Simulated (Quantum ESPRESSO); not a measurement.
SiC (2H, space group P6_3mc, No. 186) has an indirect gap of 2.12 eV with PBEsol (Quantum ESPRESSO, PseudoDojo norm-conserving, 82 Ry, scalar-relativistic). After a biaxial strain (along x and y, z relaxed, atoms relaxed) the gap is indirect, 1.99 eV.

**Question.** Which strain was applied?
A. -1 %
B. +2 %
C. -2 %
D. +1 %

**Answer.** A, -1 %. Gaps found: -2 %: 1.85 eV (indirect); -1 %: 1.99 eV (indirect); 0 %: 2.12 eV (indirect); 1 %: 2.24 eV (indirect); 2 %: 2.26 eV (indirect).
